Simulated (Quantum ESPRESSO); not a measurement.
Kohn-Sham bands of TePb₂Se (R-3m)

```
TePb2Se
1.0
   -2.24710     3.89209     0.00000
   -4.49420     0.00000     0.00000
   -2.24710     1.29736     7.33500
Te Pb Se
1 2 1
Direct
  0.50000   0.50000   0.50000
  0.25530   0.25530   0.23409
  0.74470   0.74470   0.76591
  0.00000   0.00000   0.00000
```

Cell from Materials Project (mp-1217291), symmetrised, no further relaxation. Not found in the COD (Crystallography Open Database) copy used; not checked further. Level: PBEsol, spinors with spin-orbit coupling; pw.x of Quantum ESPRESSO at 69 Ry with PseudoDojo potentials, 4×4×4 k-points, Wannier90. Density: 8×8×8 mesh, cold smearing 0.01 Ry. With spin-orbit coupling a semilocal functional can close or falsely invert a small gap; the band order was not checked against a better method. The gap is small at this level and was sampled on the meshes and a path alone.

Energies are relative to the valence-band maximum; weights are on the orthonormalised atomic waves of the pseudopotential files, averaged over the group. 60 electrons a cell are treated as valence.

```tsv
bands	from (eV)	to (eV)	filling	weight on atomic waves
1–4	-47.72	-47.70	filled	?
5–10	-46.83	-46.81	filled	?
11–14	-36.97	-36.96	filled	?
15–20	-35.51	-35.49	filled	?
21–28	-17.96	-17.95	filled	?
29–40	-15.44	-15.35	filled	?
41–42	-12.87	-12.01	filled	?
43–44	-11.42	-10.23	filled	?
45–48	-8.42	-5.94	filled	?
49–60	-4.54	0.00	filled	?
```

Q: Which atomic shells make up each group?

A: 
- 1–4, weight on atomic waves: Se 3d 100 %
- 5–10, weight on atomic waves: Se 3d 100 %
- 11–14, weight on atomic waves: Te 4d 100 %
- 15–20, weight on atomic waves: Te 4d 100 %
- 21–28, weight on atomic waves: Pb 5d 100 %
- 29–40, weight on atomic waves: Pb 5d 99 %
- 41–42, weight on atomic waves: Se 4s 78 %, Pb 6p 12 %, Pb 6s 6 %
- 43–44, weight on atomic waves: Te 5s 73 %, Pb 6p 14 %, Pb 6s 8 %
- 45–48, weight on atomic waves: Pb 6s 75 %, Se 4p 8 %, Te 5p 8 %
- 49–60, weight on atomic waves: Se 4p 34 %, Te 5p 33 %, Pb 6p 26 %

The Kohn-Sham gap over both meshes and the path is 0.05 eV.
